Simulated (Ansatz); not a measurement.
Ansatz (an electronic-structure program) input:

Ansatz 0.2 input:
```yaml
crystal:
  lattice:
    - [0.0, 3.7707733775, 3.7707733775]
    - [3.7707733775, 0.0, 3.7707733775]
    - [3.7707733775, 3.7707733775, 0.0]
  atoms:
    - { symbol: Ag, position: [0.75, 0.75, 0.75] }
    - { symbol: Ag, position: [0.5, 0.5, 0.5] }
    - { symbol: Ag, position: [0.125, 0.625, 0.125] }
    - { symbol: Ag, position: [0.125, 0.125, 0.125] }
    - { symbol: Ag, position: [0.625, 0.125, 0.125] }
    - { symbol: Ag, position: [0.125, 0.125, 0.625] }
kpoints:
  mp_grid: { grid: [10, 10, 10] }
hamiltonian:
  xc: pbesol
  pseudopotentials: { kind: paw }
scf:
  occupations: { method: fermi_dirac, width: 0.1 }
phonons:
  method: dfpt
  response_accuracy: low
  eigenvectors: true
  rigid_motions: translations
```

Output (shortened):

```
Pseudopotential: Ag, paw, valence charge 19
Functional definition: PBEsol
Crystal: 6 atoms, lattice volume = 107.231 Å³
Basis set: ecut = 420 eV, 2085 PW (Γ), exchange–correlation on 72×72×72 points (8 copies of the dense FFT grid, shifted against one another)
Bands: 69, of which v1, the nominal top of the filled ones, is band 57 counted from 1 (56 counted from 0)
Symmetry: 48 space group operations
k-points: 282 of 1000 (irreducible under 2 space group operations, time reversal used)
SCF iter   1: F=—  HF=-45132.429945 eV  |F-HF|=—  |Δ(HF+E_count)|=         —  Δρ=9.05e-3  dr2=7.99e-2  ethr=1.77e-3  ⟨swp⟩=5.1  Hψ=59885  notcnv=0  defer=839
preconditioner: auto → Kerker (q_TF=auto, 2.756 Å⁻¹)
SCF iter   2: F=—  HF=-45132.409585 eV  |F-HF|=—  |Δ(HF+E_count)|=   2.04e-2  Δρ=2.41e-3  dr2=5.42e-3  ethr=7.00e-5  ⟨swp⟩=2.3  Hψ=32486  notcnv=0  defer=906
SCF iter   3: F=—  HF=-45132.408037 eV  |F-HF|=—  |Δ(HF+E_count)|=   1.55e-3  Δρ=9.37e-4  dr2=4.55e-4  ethr=4.75e-6  ⟨swp⟩=2.0  Hψ=24579  notcnv=0  defer=906
SCF iter   4: F=—  HF=-45132.407978 eV  |F-HF|=—  |Δ(HF+E_count)|=   5.89e-5  Δρ=1.30e-4  dr2=9.98e-6  ethr=3.99e-7  ⟨swp⟩=3.0  Hψ=37817  notcnv=0  defer=906
SCF iter   5: F=—  HF=-45132.407979 eV  |F-HF|=—  |Δ(HF+E_count)|=   8.80e-7  Δρ=4.67e-5  dr2=1.82e-6  ethr=8.76e-9  ⟨swp⟩=2.0  Hψ=33296  notcnv=0  defer=906
SCF iter   6: F=—  HF=-45132.407979 eV  |F-HF|=—  |Δ(HF+E_count)|=   2.20e-7  Δρ=1.49e-5  dr2=3.06e-7  ethr=1.60e-9  ⟨swp⟩=2.0  Hψ=29174  notcnv=0  defer=906
SCF iter   7: F=—  HF=-45132.407979 eV  |F-HF|=—  |Δ(HF+E_count)|=   1.74e-8  Δρ=3.12e-6  dr2=2.25e-8  ethr=2.68e-10  ⟨swp⟩=2.1  Hψ=26270  notcnv=0  defer=906
SCF iter   8: F=—  HF=-45132.407979 eV  |F-HF|=—  |Δ(HF+E_count)|=   6.05e-9  Δρ=7.23e-7  dr2=1.16e-9  ethr=1.97e-11  ⟨swp⟩=2.2  Hψ=28911  notcnv=0  defer=906
SCF iter  10: F=-45132.407979 eV  HF=-45132.407979 eV  |F-HF|=7.28e-12  |Δ(HF+E_count)|=  7.28e-12  Δρ=4.73e-8  dr2=2.71e-12  ethr=1.00e-12  ⟨swp⟩=10.1  Hψ=95633  notcnv=0
SCF 1 converged in 10 iterations: F = -45132.407979 eV  dr2 = 2.71e-12
DFPT response loops at Γ: preconditioner auto → Kerker (q_TF=auto, 2.756 Å⁻¹) (partly filled bands, converged f_vac=0.000) …
the response loops of the zone centre start from zero, take more passes and end by a threshold …
SCF converged after 10 iterations
Free energy (F): -45132.407979 eV
Harris-Foulkes:  -45132.407979 eV  (|F-HF|=7.28e-12)
Internal energy: -45132.363361 eV  (E = F + TS)
E sigma→0 (E₀):  -45132.385670 eV
Entropy (-TS):   -0.044618 eV (-7.436 meV/atom)
Fermi energy:    16.166037 eV
--- Per-component energies (eV) ---
  E_band       = -1526.725139
  E_kinetic    = 3164.724629
  E_local      = -13975.985632  (includes V_loc(G=0)·N_el)
  E_nonlocal   = 496.449478
  E_hartree    = 6331.111788
  E_xc         = -1101.048369
  E_vxc        = -1404.763389  (∫ρ·V_xc dr)
  E_paw        = -23008.619777  (= ΣΔE_a)
  E_vpaw       = -2469.375723  (= ΣTr[D̂ρ^β])
  E_aug_tail   = 0.001755  (compensation charges beyond the density's cutoff)
  E_ewald      = -17040.933667
  E_core_change = 1.936434  (= ΣΔE_core)
  E_smearing   = -0.044618  (= −TS)
  E_closure    =  0.000000  (closes the sum)
  Σ components = -45132.407979   (vs F -45132.407979, Δ=0.00e0)
  [band-id]    e_kinetic+e_local+e_nonlocal+2·e_hartree+e_vxc+e_vpaw+e_augmentation_tail = -1526.725306   (vs E_band -1526.725139, Δ=-1.67e-4)
--- Band table (eV; the first three rows and the last of 282) ---
  k-point 0: bands = ["-75.7545", "-75.7181", "-75.7181", "-75.7181", "-75.3383", "-75.3366", "-39.5285", "-39.3238", "-39.3238", "-39.3238", "-39.2479", "-39.2479", "-39.1410", "-39.1410", "-39.1410", "-39.1321", "-39.1321", "-39.1321", "-38.8495", …
  k-point 1: bands = ["-75.7538", "-75.7188", "-75.7181", "-75.7181", "-75.3382", "-75.3367", "-39.5231", "-39.3231", "-39.3215", "-39.3215", "-39.2467", "-39.2467", "-39.1472", "-39.1424", "-39.1424", "-39.1342", "-39.1342", "-39.1321", "-38.8494", …
  k-point 2: bands = ["-75.7520", "-75.7206", "-75.7181", "-75.7181", "-75.3382", "-75.3367", "-39.5084", "-39.3206", "-39.3154", "-39.3154", "-39.2429", "-39.2429", "-39.1648", "-39.1500", "-39.1500", "-39.1368", "-39.1368", "-39.1321", "-38.8493", …
  k-point 281: bands = ["-75.7417", "-75.7310", "-75.7181", "-75.7181", "-75.3377", "-75.3372", "-39.4316", "-39.3500", "-39.2788", "-39.2760", "-39.2361", "-39.2170", "-39.2131", "-39.1868", "-39.1731", "-39.1669", "-39.1505", "-39.1390", "-38.8503", …
--- Phonons (Γ-DFPT): 2 representative perturbations + reference, on 282 of 1000 k-points (Σ response iterations 15) ---
  ASR residual: 7.664e-4 → 0.000e0 eV/Å²; symmetrization residual: 1.390e-4 eV/Å²
  ASR residual per site (eV/Å²): 7.66e-4 7.66e-4 3.79e-4 3.79e-4 3.79e-4 3.79e-4
  Γ frequencies (cm⁻¹): -54.51 -54.51 -54.51 0.00 0.00 0.00 45.27 45.27 45.27 62.91 62.91 62.91 137.54 137.54 200.37 200.37 200.37 290.99
  non-analytic LO–TO correction: not included (Born effective charges unavailable; polar crystals: no LO–TO splitting at Γ)
```

Cost: about 14 core-minutes (a rough figure) on shared cores.

Space group Fd-3m. The start of the workflow was typed in or built on a structure type; neither database checked (COD, Materials Project) lists it. It is not the phase usual at ambient conditions (space group No. 225). The PBEsol relaxation kept the symmetry of its start. At this level the phase is dynamically unstable (imaginary phonons). No spin polarisation was allowed. As this level gives no gap, phonon frequencies hold no LO–TO term and depend on the k-mesh and smearing (Fermi–Dirac, 0.1 eV here). Scalar-relativistic: spin–orbit coupling is off unless named, which matters more the heavier the elements.

Potentials: the later of the program's two PAW sets.

Ansatz is a plane-wave DFT program.
